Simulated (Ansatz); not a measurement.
**ZnS — quadrupolar parameters**

The cell is a Materials Project structure (computed, not necessarily an observed phase), taken as it stands.

```cif
data_structure
_symmetry_space_group_name_H-M 'P 1'
_symmetry_Int_Tables_number 1
_cell_length_a 3.8072
_cell_length_b 3.8072
_cell_length_c 49.8281
_cell_angle_alpha 90.000
_cell_angle_beta 90.000
_cell_angle_gamma 120.000
_cell_volume 625.48
loop_
_atom_site_label
_atom_site_type_symbol
_atom_site_fract_x
_atom_site_fract_y
_atom_site_fract_z
_atom_site_occupancy
Zn1 Zn 0.33333 0.66667 0.50003 1
Zn2 Zn 0.33333 0.66667 0.87503 1
Zn3 Zn 0.66667 0.33333 0.18754 1
Zn4 Zn 0.00000 0.00000 0.43749 1
Zn5 Zn 0.33333 0.66667 0.12503 1
Zn6 Zn 0.66667 0.33333 0.00003 1
Zn7 Zn 0.66667 0.33333 0.62503 1
Zn8 Zn 0.00000 0.00000 0.25002 1
Zn9 Zn 0.00000 0.00000 0.93749 1
Zn10 Zn 0.66667 0.33333 0.81252 1
Zn11 Zn 0.33333 0.66667 0.68754 1
Zn12 Zn 0.00000 0.00000 0.75002 1
Zn13 Zn 0.66667 0.33333 0.37503 1
Zn14 Zn 0.00000 0.00000 0.56256 1
Zn15 Zn 0.33333 0.66667 0.31252 1
Zn16 Zn 0.00000 0.00000 0.06256 1
S17 S 0.66667 0.33333 0.04690 1
S18 S 0.00000 0.00000 0.10935 1
S19 S 0.33333 0.66667 0.35934 1
S20 S 0.66667 0.33333 0.42183 1
S21 S 0.66667 0.33333 0.67185 1
S22 S 0.33333 0.66667 0.54690 1
S23 S 0.66667 0.33333 0.85934 1
S24 S 0.00000 0.00000 0.48428 1
S25 S 0.00000 0.00000 0.98428 1
S26 S 0.00000 0.00000 0.79684 1
S27 S 0.33333 0.66667 0.73435 1
S28 S 0.00000 0.00000 0.29684 1
S29 S 0.33333 0.66667 0.92183 1
S30 S 0.00000 0.00000 0.60935 1
S31 S 0.33333 0.66667 0.17185 1
S32 S 0.66667 0.33333 0.23435 1
```

Atom numbers follow the list; atoms alike are taken as one site, whose name carries the number of the first.

All values are calculated (Ansatz; DFT, PBE, plane waves and PAW, scalar-relativistic, 420 eV cutoff, Γ-centred 8×8×1 k-points, Fermi–Dirac smearing 0.02 eV), not measured.

Conventions: |V_zz| ≥ |V_yy| ≥ |V_xx|, η = (V_xx − V_yy)/V_zz, C_Q = eQV_zz/h.

⁶⁷Zn: I = 5/2, Q = 122.0 mb; ³³S: I = 3/2, Q = -69.40 mb. Nuclear quadrupole moments: year-2017 set (Pyykkö).

Question: What field gradients does the calculation give at each kind of site?

Answer: 

| site | atoms (order as listed) | first shell | V_zz (10²¹ V/m²) | η | C_Q (MHz) |
| --- | --- | --- | --- | --- | --- |
| Zn1 | 1, 6 | 4 S at 2.33–2.34 Å | -0.10 | 0.00 | -0.309 |
| Zn2 | 2, 13 | 4 S at 2.33 Å | -0.014 | 0.00 | -0.041 |
| Zn3 | 3, 11 | 4 S at 2.33 Å | -0.011 | 0.00 | -0.031 |
| Zn4 | 4, 5, 7, 8, 9, 10, … | 4 S at 2.33 Å | <0.005 | – | ≈0 |
| Zn14 | 14, 16 | 4 S at 2.33 Å | 0.037 | 0.00 | 0.109 |
| S17 | 17, 22 | 4 Zn at 2.33–2.34 Å | 0.22 | 0.00 | -0.364 |
| S18 | 18, 19, 21, 23, 26, 28, … | 4 Zn at 2.33 Å | 0.074 | 0.00 | -0.124 |
| S20 | 20, 29 | 4 Zn at 2.33 Å | 0.060 | 0.00 | -0.101 |
| S24 | 24, 25 | 4 Zn at 2.33 Å | 0.14 | 0.00 | -0.227 |
| S27 | 27, 32 | 4 Zn at 2.33 Å | 0.067 | 0.00 | -0.112 |

An axis of threefold or higher order runs through Zn1, Zn2, Zn3, Zn14, S17 and S18 and others, so V_zz lies along it and η is zero.
